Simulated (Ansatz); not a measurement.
VN (rock salt)

```yaml
crystal:
  lattice:
    - [0.00000, 2.03657, 2.03657]
    - [2.03657, 0.00000, 2.03657]
    - [2.03657, 2.03657, 0.00000]
  atoms:
    - { symbol: N, position: [0.00000, 0.00000, 0.00000] }
    - { symbol: V, position: [0.50000, 0.50000, 0.50000] }
```

The slice is a {100} plane (indices of the conventional cell) through the point (0.500, 0.500, 0.500) (fractional), spanned by u = [100] and v = [0 1 -1] in vectors of this cell: u (2.88 Å) and v (2.88 Å, at 90° to u). It covers one period; positions are fractions (u, v).

Calculation: PBEsol (plane waves to 420 eV, PAW, scalar-relativistic; Ansatz, a program for electronic structure). k mesh 20×20×20. These are valence fields of a PAW run, semicore shells included where kept as valence: close to a nucleus they are smooth pseudo fields. VN is run without spin polarisation. VN was relaxed with its symmetry unable to fall.

Problem. What is the ELF at the midpoint of the shortest N–V line in this plane (2.04 Å)?

Solution. 0.20.

Problem. What is the valence density on the shortest N–V line in this plane (2.04 Å), at its midpoint?

Solution. 0.60 e/Å³.

Problem. Sketch the electrostatic potential energy of an electron, from the cell's mean on this plane as a map.

Solution. 
```
v \ u  0.00  0.12  0.25  0.38  0.50  0.62  0.75  0.88
-----  ----  ----  ----  ----  ----  ----  ----  ----
0.88      x     x     x   6.6   9.6   6.6     x     x
0.75      x     x   1.6     x     x     x   1.6     x
0.62    5.1   6.5     x     x     x     x     x   6.5
0.50    9.7   9.6     x     x     x     x     x   9.6
0.38    5.1   6.5     x     x     x     x     x   6.5
0.25      x     x   1.6     x     x     x   1.6     x
0.12      x     x     x   6.6   9.6   6.6     x     x
0.00      x     x     x   5.1   9.7   5.1     x     x
```

Values: electrostatic potential energy of an electron, from the cell's mean, in eV. Points within 0.9 Å of a nucleus are blanked (x), as the pseudised field means little there. Values under 1 eV are set to 1. The zero, the cell's mean, hangs on the PAW cores.
